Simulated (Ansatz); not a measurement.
The relaxed structure here is a generated cell of K: the first start was made by a random draw of sites in a space group, and the end was not matched to a known phase here, so it may be hypothetical. Known forms of K include space group No. 229.

One stationary structure of K. The numbers are results of PBEsol (plane waves to 420 eV, PAW, scalar-relativistic; Ansatz, a program for electronic structure), not measurements.

```xyz
3
Lattice="0.0000 4.2424 7.6414 4.0247 0.0000 7.6414 4.0247 4.2424 0.0000" Properties=species:S:1:pos:R:3 pbc="T T T"
K      0.0000     0.0000     0.0000
K      0.0000     2.1212     3.8207
K      4.0247     2.1212     3.8207
```

### Question
Find the space group and the Wyckoff positions (tolerance 0.01 Å).

### Answer
Space group Fmmm (No. 69); a = 8.049 Å, b = 8.485 Å, c = 15.283 Å, α = 90.00°, β = 90.00°, γ = 90.00°

```tsv
atom	site	symmetry	x	y	z
K	4a	mmm	0.0000	0.0000	0.0000
K	8c	2/m..	0.0000	0.2500	0.2500
```

### Question
Give the shortest distances between elements (the closest pairs, up to four, under 3.6 Å).

### Answer
.

```json
{
  "volume_per_atom": "86.98 Å³",
  "band_gap": "no gap (metallic)"
}
```

No spin polarisation in the result.

The run could not lower the symmetry of its start; a shaken copy of this end point relaxes with PBEsol to P-1 (No. 2) at a tolerance of 0.01 Å, Immm (No. 71) at 0.1 Å, 0.15 eV/atom lower.
